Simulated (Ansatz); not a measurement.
Input:

NaCl:
```yaml
crystal:
  lattice:
    - [3.36893, 0.00000, 0.00000]
    - [0.00000, 3.36893, 0.00000]
    - [0.00000, 0.00000, 3.36893]
  atoms:
    - { symbol: Na, position: [0.00000, 0.00000, 0.00000] }
    - { symbol: Cl, position: [0.50000, 0.50000, 0.50000] }
```

This is the LDA-relaxed structure.

**Question.** All from DFT-LDA in the program Ansatz with PAW potentials, unless another level is named. Predict the electron effective mass.

**Answer.** 0.34 mₑ (isotropic).

**Question.** Predict the formation energy from the elements (no fitted shifts).

**Answer.** -1.70 eV/atom.

**Question.** Give the valence-band maximum.

**Answer.** at M.

**Question.** And the weight of the conduction-edge state by species (Voronoi cells)?

**Answer.** Na 64 %, Cl 36 %.

**Question.** Next, the conduction-band minimum?

**Answer.** at Γ.

Space group Pm-3m (CsCl type). This is a known high-pressure phase of the composition, computed here at zero pressure and temperature. The cell was relaxed with LDA under the symmetry of its start. At this level the phase is dynamically unstable (imaginary phonons). The references are the lowest solids computed at this level, not always the standard phases (solids in place of the gases).

Potentials: the later of the program's two PAW sets.

Edges and masses are those of Kohn–Sham bands, whose gap is no quasiparticle gap.
